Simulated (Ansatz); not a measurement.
Here is the system:

CaGe₂Au₂:
```cif
data_Au4Ca2Ge4
_chemical_formula_sum 'Ca2 Au4 Ge4'
_space_group_name_H-M_alt 'I4/mmm'
_space_group_IT_number 139
_space_group_name_Hall '-I 4 2'
_cell_length_a 4.44609
_cell_length_b 4.44609
_cell_length_c 10.34558
_cell_angle_alpha 90.000
_cell_angle_beta 90.000
_cell_angle_gamma 90.000
loop_
_atom_site_label
_atom_site_type_symbol
_atom_site_symmetry_multiplicity
_atom_site_Wyckoff_symbol
_atom_site_fract_x
_atom_site_fract_y
_atom_site_fract_z
_atom_site_occupancy
Ca1 Ca 2 a 0.00000 0.00000 0.00000 1
Au1 Au 4 d 0.00000 0.50000 0.25000 1
Ge1 Ge 4 e 0.00000 0.00000 0.38239 1
```
(The calculation used a cell of 5 atoms; values per cell refer to that cell.)

This is the r²SCAN-relaxed structure.

**Question.** All from r²SCAN in the plane-wave PAW code Ansatz, unless another level is named. Estimate the electronic character.

**Answer.** metallic (no gap).

**Question.** And the formation energy from the elements (no fitted shifts)?

**Answer.** -0.46 eV/atom.

**Question.** Next, the density of states at the Fermi level?

**Answer.** 0.28 states/eV per atom (mean over ±0.08 eV).

The workflow started from an entry of the Crystallography Open Database (COD). Whether it is the stable phase at ambient conditions was not checked. The r²SCAN relaxation kept the symmetry of its start; its stability against distortions is not shown here. The references are the lowest solids computed at this level, not always the standard phases. Scalar-relativistic: spin–orbit coupling is off unless named, which matters more the heavier the elements.

Potentials: the later of the program's two PAW sets.
